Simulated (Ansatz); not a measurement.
Given:

As:
```cif
data_As
_chemical_formula_sum 'As1'
_space_group_name_H-M_alt 'P 1'
_space_group_IT_number 1
_cell_length_a 2.91658
_cell_length_b 2.91658
_cell_length_c 2.91658
_cell_angle_alpha 109.471
_cell_angle_beta 109.471
_cell_angle_gamma 109.471
loop_
_space_group_symop_operation_xyz
  'x, y, z'
loop_
_atom_site_label
_atom_site_type_symbol
_atom_site_fract_x
_atom_site_fract_y
_atom_site_fract_z
_atom_site_occupancy
As1 As 0.00000 0.00000 0.00000 1
```

This is the PBE-relaxed structure.

Problem. All from PBE in the plane-wave PAW code Ansatz, unless another level is named. Give the electronic character.

Solution. metallic (no gap).

Problem. Give the density of states at the Fermi level.

Solution. 0.55 states/eV per atom (mean over ±0.08 eV).

Problem. Predict the gap with spin–orbit coupling.

Solution. none (metallic).

Space group Im-3m (bcc (W type)). A made-up cell: these elements were put on the sites of a structure type; neither database checked (COD, Materials Project) lists it. It is not the phase usual at ambient conditions (space group No. 166). The PBE relaxation kept the symmetry of its start; its stability against distortions is not shown here. Spin–orbit coupling is left out wherever it is not named.

Potentials: the earlier of the program's two PAW sets.
